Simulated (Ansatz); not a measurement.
Q: Ga (diamond, Fd-3m) is relaxed with plane-wave PAW PBE (Ansatz code). What lattice parameters of the conventional cell result?

A: a = 5.878 Å.

The start of the workflow was typed in or built on a structure type; neither database checked (COD, Materials Project) lists it. It is not the phase usual at ambient conditions (space group No. 64). Symmetry was held in the PBE relaxation; whether a distortion lowers the energy is not shown. The volume moved by -17 % from the start of the relaxation.

Potentials: the later of the program's two PAW sets.
